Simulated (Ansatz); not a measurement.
ZnO:
```xyz
4
Lattice="3.2349 0.0000 0.0000 -1.6175 2.8015 0.0000 0.0000 0.0000 5.2119" Properties=species:S:1:pos:R:3 pbc="T T T"
Zn     1.6175     0.9338     0.0124
Zn     0.0000     1.8677     2.6183
O      1.6175     0.9338     3.2461
O      0.0000     1.8677     0.6401
```

Relaxed with r²SCAN.

Problem. Give the Bader charges and basin volumes of the independent atoms, r²SCAN in the plane-wave PAW code Ansatz.

Solution. 

| atom | Bader charge (e) | Bader volume (Å³) |
|---|---|---|
| Zn1 | +1.28 | 10.5 |
| O3 | -1.28 | 13.1 |

Space group P6_3mc (wurtzite). The cell was relaxed with r²SCAN under the symmetry of its start.

Potentials: the later of the program's two PAW sets.
